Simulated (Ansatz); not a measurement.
The relaxed structure here is a generated cell of InP: the first start was made by placing the elements on the sites of a structure type, and the end was not matched to a known phase here, so it may be hypothetical. Known forms of InP include space group No. 216.

A relaxed structure of InP. Space group P6₂22 (No. 180). Method: PBE (plane waves to 420 eV, PAW, scalar-relativistic; Ansatz, a program for electronic structure).

```cif
data_In3P3
_chemical_formula_sum 'In3 P3'
_space_group_name_H-M_alt 'P 1'
_space_group_IT_number 1
_cell_length_a 4.18041
_cell_length_b 4.18041
_cell_length_c 9.39607
_cell_angle_alpha 90.000
_cell_angle_beta 90.000
_cell_angle_gamma 120.000
loop_
_space_group_symop_operation_xyz
  'x, y, z'
loop_
_atom_site_label
_atom_site_type_symbol
_atom_site_fract_x
_atom_site_fract_y
_atom_site_fract_z
_atom_site_occupancy
In1 In 0.50000 0.00000 0.50000 1
In2 In 0.00000 0.50000 0.16667 1
In3 In 0.50000 0.50000 0.83333 1
P1 P 0.50000 0.00000 0.00000 1
P2 P 0.00000 0.50000 0.66667 1
P3 P 0.50000 0.50000 0.33333 1
```

```yaml
volume_per_atom: 23.70 Å³
density: 5.11 g/cm³
band_gap: zero (the bands touch at this level, without spin-orbit coupling)
shortest_distances: In–P 2.61 Å
k-mesh: 9×9×4
```

Band energies at high-symmetry points (eV from the Fermi level; labels of this space group; no spin-orbit coupling), from −5 eV up to 2.2 eV:

```json
[
 {"point": "Γ", "energies": "-4.88 -4.88 -2.30 -0.87 -0.87 -0.55 -0.55 -0.37 -0.25 -0.04 1.95 1.95"},
 {"point": "M", "energies": "-4.34 -3.60 -2.52 -2.01 -1.61 -1.41 -1.26 0.98 1.11 2.04"},
 {"point": "K", "energies": "-4.84 -4.43 -2.93 -2.93 -2.00 -1.41 -1.41 0.52"},
 {"point": "A", "energies": "-2.48 -2.48 -1.89 -1.89 -0.54 -0.47 -0.47 -0.19 1.56 1.56 1.86"},
 {"point": "L", "energies": "-4.30 -3.42 -2.91 -1.85 -1.84 -1.66 -1.45 0.99 1.74"},
 {"point": "H", "energies": "-3.40 -3.40 -3.13 -3.13 -1.75 -1.09"}
]
```

No spin polarisation in the result. The gap comes from the SCF mesh and the high-symmetry points alone.

The run could not lose the symmetry of its start, so the end can be a saddle point.
